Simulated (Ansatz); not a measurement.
**Data sheet: CaO (DFT)**

CaO:
```
CELL_PARAMETERS angstrom
      3.98094     0.00000     0.00000
     -1.99047     3.44760     0.00000
      0.00000     0.00000     4.77007
ATOMIC_POSITIONS crystal
  Ca 0.33333 0.66667 0.75000
  O  0.66667 0.33333 0.75000
  Ca 0.66667 0.33333 0.25000
  O  0.33333 0.66667 0.25000
```

Space group P6_3/mmc (No. 194); conventional cell a = b = 3.9809 Å, c = 4.7701 Å, α = β = 90.00°, γ = 120.00°.

Method: the program Ansatz at the r²SCAN level (PAW). The cell and atoms are relaxed at this level. Other levels are named where they apply.

**Cell and energy**

```yaml
volume_per_atom: 16.37 Å³
density: 2.84 g/cm³
Formation energy from the elements (no fitted shifts): -3.10 eV/atom
```

**Electronic structure**

```yaml
band_gap: 3.63 eV (direct)
valence_band_maximum: at Γ
conduction_band_minimum: at Γ
electron_effective_mass: 0.40, 0.40, 0.57 mₑ (principal values)
hole_effective_mass: 0.38, 2.9, 2.9 mₑ (principal values)
HSE06 gap on the r²SCAN cell: 4.58 eV
```

**Mechanics**

```yaml
Bulk modulus (Birch–Murnaghan fit): 93.6 GPa
Pressure derivative B′: 4.3
Elastic constants (relaxed ions, GPa): C11 = 125, C12 = 96.6, C13 = 50.0, C33 = 206, C44 = 63.7
mechanical_stability: stable (all eigenvalues of C positive)
hill_bulk_and_shear_moduli: 94.0 and 36.1 GPa
Young's modulus: 96.0 GPa
Poisson's ratio: 0.33
debye_temperature_from_the_elastic_constants: 468 K
```

**Charges**

```yaml
bader_charges: Ca +1.52, O -1.52 e
```

The start of the workflow was typed in or built on a structure type; the Crystallography Open Database copy checked does not list it. It is not the phase usual at ambient conditions (space group No. 225). The r²SCAN relaxation kept the symmetry of its start; whether a distortion lowers the energy is not shown. The references are the lowest solids computed at this level, not always the standard phases (solids in place of the gases).

Potentials: the later of the program's two PAW sets.
